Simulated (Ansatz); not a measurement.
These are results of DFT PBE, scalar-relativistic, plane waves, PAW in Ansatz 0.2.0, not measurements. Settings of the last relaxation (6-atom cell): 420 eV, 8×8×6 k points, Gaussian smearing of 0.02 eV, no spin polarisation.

The zero of energy is the elements' standard structures at the same level (F₂ as a molecule); no fitted shifts are applied.

Problem. Give a relaxed trial structure of a tetragonal semiconductor made of F, Li and Tl, with a gap near 1.9 eV, a formation energy near −2.12 eV/atom and a density near 6.34 g/cm³, in a cell of 6 atoms. Its symmetry should be P4/mmm (No. 123).

Solution. LiTlF4, space group P4/mmm (No. 123). Li is surrounded by 8 F at 2.30 Å; around Tl lie 8 F at 2.30 Å; around F lie 2 Tl at 2.30 Å, 2 Li at 2.30 Å and 6 F at 2.65–2.66 Å.

```cif
data_structure
_symmetry_space_group_name_H-M 'P 1'
_symmetry_Int_Tables_number 1
_cell_length_a 3.7662
_cell_length_b 3.7662
_cell_length_c 5.3055
_cell_angle_alpha 90.000
_cell_angle_beta 90.000
_cell_angle_gamma 90.000
_cell_volume 75.25
loop_
_atom_site_label
_atom_site_type_symbol
_atom_site_fract_x
_atom_site_fract_y
_atom_site_fract_z
_atom_site_occupancy
Li1 Li 0.00000 0.00000 0.00000 1
Tl1 Tl 0.50000 0.50000 0.50000 1
F1 F 0.50000 0.00000 0.25027 1
F2 F 0.00000 0.50000 0.74973 1
F3 F 0.50000 0.00000 0.74973 1
F4 F 0.00000 0.50000 0.25027 1
```

| Item | Value |
| --- | --- |
| Volume per atom | 12.54 Å³ |
| Density | 6.34 g/cm³ |
| Formation energy | −2.121 eV/atom |
| Gap on the 8×8×6 mesh of the 6-atom cell | 1.94 eV |

The structure comes from a generated guess, relaxed at this level; another structure or a mixture of phases may lie lower. Other answers may fit too; this one was computed.

Spin–orbit coupling, which can matter for Tl, is left out. Kohn–Sham gaps at this level usually fall short of measured ones. The missing spin–orbit coupling can work the other way here. Symmetry constrained the relaxation, so the result can be a saddle point.
